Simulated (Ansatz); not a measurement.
TlCl:
```
CELL_PARAMETERS angstrom
      3.91746     0.00000     0.00000
      0.00000     3.91746     0.00000
      0.00000     0.00000     3.91746
ATOMIC_POSITIONS crystal
  Tl 0.00000 0.00000 0.00000
  Cl 0.50000 0.50000 0.50000
```

x, y and z are the axes in which the lattice vectors are written.

Task: Give the high-frequency dielectric tensor and the Born effective charge tensors of the independent atoms from DFPT, the program Ansatz at the PBE+D3(BJ) level (PAW).

Result: 
ε∞:
```
4.98  0.00  0.00
0.00  4.98  0.00
0.00  0.00  4.98
```
Z* of atom 1 (Tl), rows: field, columns: displacement, in e:
```
1.97  0.00  0.00
0.00  1.97  0.00
0.00  0.00  1.97
```
Z* of atom 2 (Cl), rows: field, columns: displacement, in e:
```
-1.97   0.00   0.00
 0.00  -1.97   0.00
 0.00   0.00  -1.97
```

Static charges for comparison (Bader): Tl1 +0.72, Cl2 -0.72 e. Born charges measure polarisation by displacement and can exceed these by far.

Space group Pm-3m (CsCl type). The cell was relaxed with PBE+D3(BJ) under the symmetry of its start; phonons on a q-mesh show weakly imaginary modes. Scalar-relativistic: spin–orbit coupling is off unless named, which matters more the heavier the elements.

Potentials: the later of the program's two PAW sets.
